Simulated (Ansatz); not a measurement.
A trial form of Ba3B2

Method: DFT PBE, scalar-relativistic, plane waves, PAW in Ansatz. Cutoff 420 eV, Gaussian smearing, Γ-centred meshes. Cell and atoms relax first on a coarse mesh and then on a finer one. In between, the cell is made exact in the group found at 0.06 Å. In metals the finer mesh still leaves noise of several meV/atom or more. The steps can't lower the symmetry of their start. No spin polarisation.

Recipe of this trial structure of Ba3B2: random cell by space group and Wyckoff sites (Immm, No. 71). Lengths were set from tabulated atomic sizes, so they are only a guess.

```yaml
crystal:
  lattice:
    - [-2.80990, 2.88567, 3.83980]
    - [2.80990, -2.88567, 3.83980]
    - [2.80990, 2.88567, -3.83980]
  atoms:
    - { symbol: Ba, position: [0.23041, 0.73041, 0.50000] }
    - { symbol: Ba, position: [0.76959, 0.26959, 0.50000] }
    - { symbol: Ba, position: [0.50000, 0.50000, 0.00000] }
    - { symbol: B, position: [0.00000, 0.16398, 0.16398] }
    - { symbol: B, position: [0.00000, 0.83602, 0.83602] }
```

The zero of energy is the elements' standard structures at the same level; no fitted shifts are applied.

Q: Where does the relaxation end?

A: The symmetry stays Immm (No. 71). The volume per atom grows by 57.3 %, from 24.9 to 39.2 Å³. The shortest distance goes from 1.84 Å (B–B) to 1.56 Å (B–B). The energy falls by about 0.60 eV/atom (the start's value is from the coarse mesh). The end is written in a standard setting, so origin, axes and order of atoms can differ from the start's. Conventional cell: a = 4.051 Å, b = 6.670 Å, c = 14.500 Å. Around Ba on a site of symmetry mm2 lie 4 B at 3.02 Å; around Ba on a site of symmetry mmm lie 4 B at 3.26 Å; around B lie 1 B at 1.56 Å, 4 Ba at 3.02 Å and 2 Ba at 3.26 Å.

```cif
data_structure
_symmetry_space_group_name_H-M 'P 1'
_symmetry_Int_Tables_number 1
_cell_length_a 8.2331
_cell_length_b 8.2331
_cell_length_c 8.2331
_cell_angle_alpha 151.518
_cell_angle_beta 132.211
_cell_angle_gamma 56.576
_cell_volume 195.87
loop_
_atom_site_label
_atom_site_type_symbol
_atom_site_fract_x
_atom_site_fract_y
_atom_site_fract_z
_atom_site_occupancy
Ba1 Ba 0.85486 0.35486 0.50000 1
Ba2 Ba 0.14514 0.64514 0.50000 1
Ba3 Ba 0.50000 0.50000 0.00000 1
B1 B 0.11692 0.00000 0.11692 1
B2 B 0.88308 0.00000 0.88308 1
```

Q: How does it come out in energy, and is it a metal?

A: The energy over the elements is +0.28 eV/atom. The gap on the 12×12×12 mesh of the 5-atom cell is 0 eV (a metal).

A positive value: parting into the elements would lower its energy.

The last run used Gaussian smearing of 0.10 eV. A structure relaxed within its symmetry needn't be a true minimum. In all, the 4 runs took 100 s on 1 thread of AMD EPYC 9R45 96-Core Processor (Zen 5) (shared host).
